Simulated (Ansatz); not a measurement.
## Nb, dhcp: geometry optimisation

Method: DFT, LDA (PW92), plane waves (420 eV) with PAW, scalar-relativistic in Ansatz. (PAW data from PBE, frozen cores regenerated.)

k-point mesh 12×12×4, Fermi-Dirac smearing 0.1 eV, no spin polarisation. Cell and atoms relax.

Starting structure:

```
Nb
1.0
     2.94032    0.00000    0.00000
    -1.47016    2.54639    0.00000
     0.00000    0.00000    9.60308
Nb
4
Direct
  0.00000 0.00000 0.00000
  0.00000 0.00000 0.50000
  0.33333 0.66667 0.25000
  0.66667 0.33333 0.75000
```

Q: What cell does the relaxation end in?

A: P6_3/mmc with a = 2.804 Å, c = 10.364 Å (c/a = 3.696); 17.64 Å³ per atom against 17.98 at the start (-1.8 %).

Q: How much energy does the relaxation gain?

A: 53.4 meV per atom.

Path of the relaxation (the plane waves are chosen anew near the end, which can shift the energy a little):

```
step  E − E(final) (meV/atom)  V (Å³/atom)  P (GPa)  max force (eV/Å)
   0                    53.36       17.975    -2.72             0.000
   1                    50.56       16.890     8.83             0.000
   2                    28.69       17.271     4.17             0.000
   3                     0.54       17.530     1.13             0.000
   4                     0.10       17.639     0.04             0.000
   5                     0.10       17.644    -0.02             0.000
   6                     0.00       17.644    -0.01             0.000
   7                     0.00       17.644     0.00             0.000
   8                     0.00       17.644     0.00             0.000
```
